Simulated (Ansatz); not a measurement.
ZnO in space group P4_2/mmc (No. 131; Zn on 2c, O on 2e) at seven volumes, DFT-PBE in the program Ansatz with PAW potentials, shape and atoms relaxed at each. One row is withheld.

```json
[
 {"V (Å³/atom)": "11.276", "P (GPa)": "13.07"},
 {"V (Å³/atom)": "11.648", "P (GPa)": "?"},
 {"V (Å³/atom)": "12.020", "P (GPa)": "3.72"},
 {"V (Å³/atom)": "12.391", "P (GPa)": "0.01"},
 {"V (Å³/atom)": "12.763", "P (GPa)": "-3.18"},
 {"V (Å³/atom)": "13.135", "P (GPa)": "-5.89"},
 {"V (Å³/atom)": "13.507", "P (GPa)": "-8.20"}
]
```

**Question.** Fit the shown pressures and predict the withheld one.

**Answer.** P = (3/2)B₀(x^(7/2) − x^(5/2))[1 + (3/4)(B′ − 4)(x − 1)] with x = (V₀/V)^(2/3). Least squares on the six rows gives V₀ = 12.392 Å³/atom, B₀ = 114 GPa, B′ = 4.14. At V = 11.648, x = 1.0421 and P = 8.02 GPa. The run itself gave 8.04 GPa.

A made-up cell: these elements were put on the sites of a structure type; neither database checked (COD, Materials Project) lists it. It is not the phase usual at ambient conditions (space group No. 186). The cell was relaxed with PBE under the symmetry of its start; its stability against distortions is not shown here.

Potentials: the later of the program's two PAW sets.
